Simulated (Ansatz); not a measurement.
Ansatz (a first-principles code) input:

Ansatz 0.2 input:
```yaml
crystal:
  lattice:
    - [4.0276410965, 0.0, 0.0]
    - [-2.0138205482, 3.4880395069, 0.0]
    - [0.0, 0.0, 6.4201694463]
  atoms:
    - { symbol: Mg, position: [0.6666666667, 0.3333333333, 0.4964176889] }
    - { symbol: Mg, position: [0.3333333333, 0.6666666667, 0.9964176889] }
    - { symbol: S, position: [0.3333333333, 0.6666666667, 0.3785723111] }
    - { symbol: S, position: [0.6666666667, 0.3333333333, 0.8785723111] }
kpoints:
  mp_grid: { grid: [7, 7, 4] }
basis: { xc_grid: 2 }
hamiltonian:
  xc: pbesol
  pseudopotentials: { kind: paw }
scf:
  occupations: { method: fixed }
output:
  optics: { e_range: [0.0, 15.0], de: 0.05, sigma: 0.1, bands: { spectra_wanted_up_to: 12 eV } }
```

Output (shortened):

```
output.optics: the spectra are integrated over the Brillouin zone by k·p interpolation around the k-points, where levels, occupations, output.optics.sigma and …
Pseudopotential: Mg, paw, valence charge 10
Pseudopotential: S, paw, valence charge 6
Functional definition: PBEsol
Crystal: 4 atoms, lattice volume = 90.194 Å³
Basis set: ecut = 420 eV, 1785 PW (Γ), exchange–correlation on 54×54×90 points (8 copies of the dense FFT grid, shifted against one another)
Bands: 20, of which v1, the nominal top of the filled ones, is band 16 counted from 1 (15 counted from 0)
Symmetry: 12 space group operations
Space group: P63mc (ITA 186), of the structure as read, at distance tolerance 4.5e-5 Å
k-points: 24 of 196 (time reversal used)
SCF iter   1: F=—  HF=-5599.569690 eV  |F-HF|=—  |Δ(HF+E_count)|=         —  Δρ=3.07e-3  dr2=1.45e-2  ethr=1.77e-3  ⟨swp⟩=5.0  Hψ=2048  notcnv=0  defer=46
preconditioner: auto → Resta (q_TF=auto, 2.296 Å⁻¹)
SCF iter   2: F=—  HF=-5599.562353 eV  |F-HF|=—  |Δ(HF+E_count)|=   7.34e-3  Δρ=1.52e-3  dr2=3.42e-3  ethr=4.54e-5  ⟨swp⟩=2.2  Hψ=902  notcnv=0  defer=48
SCF iter   3: F=—  HF=-5599.561589 eV  |F-HF|=—  |Δ(HF+E_count)|=   7.65e-4  Δρ=4.08e-4  dr2=1.01e-4  ethr=1.07e-5  ⟨swp⟩=3.0  Hψ=912  notcnv=0  defer=48
SCF iter   4: F=—  HF=-5599.561616 eV  |F-HF|=—  |Δ(HF+E_count)|=   2.74e-5  Δρ=1.82e-4  dr2=2.80e-5  ethr=3.15e-7  ⟨swp⟩=2.0  Hψ=864  notcnv=0  defer=48
SCF iter   5: F=—  HF=-5599.561601 eV  |F-HF|=—  |Δ(HF+E_count)|=   1.54e-5  Δρ=6.02e-5  dr2=3.62e-6  ethr=8.75e-8  ⟨swp⟩=3.0  Hψ=864  notcnv=0  defer=2
SCF iter   6: F=—  HF=-5599.561602 eV  |F-HF|=—  |Δ(HF+E_count)|=   7.69e-7  Δρ=1.50e-5  dr2=2.44e-7  ethr=1.13e-8  ⟨swp⟩=2.0  Hψ=864  notcnv=0  defer=2
SCF iter   7: F=—  HF=-5599.561601 eV  |F-HF|=—  |Δ(HF+E_count)|=   7.50e-7  Δρ=3.79e-6  dr2=1.37e-8  ethr=7.64e-10  ⟨swp⟩=2.0  Hψ=624  notcnv=0  defer=1
SCF iter   8: F=—  HF=-5599.561601 eV  |F-HF|=—  |Δ(HF+E_count)|=   5.62e-9  Δρ=6.56e-7  dr2=3.44e-10  ethr=4.29e-11  ⟨swp⟩=2.1  Hψ=689  notcnv=0  defer=1
SCF iter   9: F=-5599.561601 eV  HF=-5599.561601 eV  |F-HF|=0.00e0  |Δ(HF+E_count)|=  5.18e-11  Δρ=9.40e-8  dr2=9.43e-12  ethr=1.00e-12  ⟨swp⟩=2.2  Hψ=1909  notcnv=0
SCF 1 converged in 9 iterations: F = -5599.561601 eV  dr2 = 9.43e-12
NSCF: frozen V_eff on 24 k-points
Optics k sum: 0 of 24 k-points
Optics k sum: 2 of 24 k-points
Optics k sum: 3 of 24 k-points
Optics k sum: 4 of 24 k-points
Optics k sum: 5 of 24 k-points
Optics k sum: 6 of 24 k-points
Optics k sum: 8 of 24 k-points
Optics k sum: 9 of 24 k-points
Optics k sum: 10 of 24 k-points
Optics k sum: 11 of 24 k-points
Optics k sum: 12 of 24 k-points
Optics k sum: 14 of 24 k-points
Optics k sum: 15 of 24 k-points
Optics k sum: 16 of 24 k-points
Optics k sum: 17 of 24 k-points
Optics k sum: 18 of 24 k-points
Optics k sum: 20 of 24 k-points
Optics k sum: 21 of 24 k-points
Optics k sum: 22 of 24 k-points
Optics k sum: 23 of 24 k-points
Optics k sum: 24 of 24 k-points
Optics k sum: 0 of 24 k-points
Optics k sum: 2 of 24 k-points
Optics k sum: 3 of 24 k-points
Optics k sum: 4 of 24 k-points
Optics k sum: 5 of 24 k-points
Optics k sum: 6 of 24 k-points
Optics k sum: 8 of 24 k-points
Optics k sum: 9 of 24 k-points
Optics k sum: 10 of 24 k-points
Optics k sum: 11 of 24 k-points
Optics k sum: 12 of 24 k-points
Optics k sum: 14 of 24 k-points
Optics k sum: 15 of 24 k-points
Optics k sum: 16 of 24 k-points
Optics k sum: 17 of 24 k-points
Optics k sum: 18 of 24 k-points
Optics k sum: 20 of 24 k-points
Optics k sum: 21 of 24 k-points
Optics k sum: 22 of 24 k-points
Optics k sum: 23 of 24 k-points
Optics k sum: 24 of 24 k-points
NSCF: frozen V_eff on 1 k-points
NSCF: frozen V_eff on 1 k-points
NSCF: frozen V_eff on 1 k-points
NSCF: frozen V_eff on 1 k-points
output.optics: what the bands over the 39 summed would add to eps1, eps2 and the energy-loss function is held between a lower and an upper bound (7 Lanczos …
SCF converged after 9 iterations
Free energy (F): -5599.561601 eV
Harris-Foulkes:  -5599.561601 eV  (|F-HF|=0.00e0)
Internal energy: -5599.561601 eV  (E = F + TS)
E sigma→0 (E₀):  -5599.561601 eV
Fermi energy:    3.236939 eV
--- Per-component energies (eV) ---
  E_band       = -736.936755
  E_kinetic    = 367.653551
  E_local      = -3766.720754  (includes V_loc(G=0)·N_el)
  E_nonlocal   = 248.886889
  E_hartree    = 1363.827511
  E_xc         = -251.176843
  E_vxc        = -251.197770  (∫ρ·V_xc dr)
  E_paw        = -1730.788240  (= ΣΔE_a)
  E_vpaw       = -63.213614  (= ΣTr[D̂ρ^β])
  E_aug_tail   = -0.000003  (compensation charges beyond the density's cutoff)
  E_ewald      = -1831.485334
  E_core_change = 0.241623  (= ΣΔE_core)
  E_smearing   =  0.000000  (= −TS)
  E_closure    =  0.000000  (closes the sum)
  Σ components = -5599.561601   (vs F -5599.561601, Δ=0.00e0)
  [band-id]    e_kinetic+e_local+e_nonlocal+2·e_hartree+e_vxc+e_vpaw+e_augmentation_tail = -736.936679   (vs E_band -736.936755, Δ=7.61e-5)
--- Band table (eV; the first three rows and the last of 24) ---
  k-point 0: bands = ["-70.2751", "-70.2750", "-37.2235", "-37.2206", "-37.2179", "-37.2179", "-37.2174", "-37.2174", "-8.1832", "-7.4274", "-0.0504", "2.6653", "2.6653", "3.0911", "3.0911", "3.2369", "6.5426", "7.8170", "10.6216", "10.6216"]
  k-point 1: bands = ["-70.2751", "-70.2750", "-37.2231", "-37.2211", "-37.2178", "-37.2178", "-37.2175", "-37.2175", "-8.0869", "-7.5555", "0.3156", "2.5062", "2.7241", "2.7241", "3.0250", "3.0250", "7.2432", "7.9612", "10.5784", "10.5784"]
  k-point 2: bands = ["-70.2751", "-70.2751", "-37.2221", "-37.2221", "-37.2177", "-37.2177", "-37.2177", "-37.2177", "-7.8367", "-7.8367", "1.2788", "1.2788", "2.8709", "2.8709", "2.8709", "2.8709", "8.0395", "8.0395", "10.7432", "10.7432"]
  k-point 23: bands = ["-70.2750", "-70.2750", "-37.2221", "-37.2221", "-37.2191", "-37.2191", "-37.2186", "-37.2186", "-7.3233", "-7.3233", "0.3549", "0.3549", "1.3669", "1.3669", "2.6821", "2.6821", "8.7221", "8.7221", "9.7307", "9.7307"]
```

Cost: about 90 core-seconds (a rough figure) on shared cores.

Space group P6_3mc (wurtzite). The workflow started from a Materials Project entry (that database holds measured and hypothetical structures alike); the Crystallography Open Database copy checked does not list it. COD files the formula under space group No. 225, so this cell is another polymorph or a model. Its standing as an ambient phase is unchecked. Symmetry was held in the PBEsol relaxation; phonons on a q-mesh show no instability.

Potentials: the later of the program's two PAW sets.

Ansatz is a plane-wave DFT program.
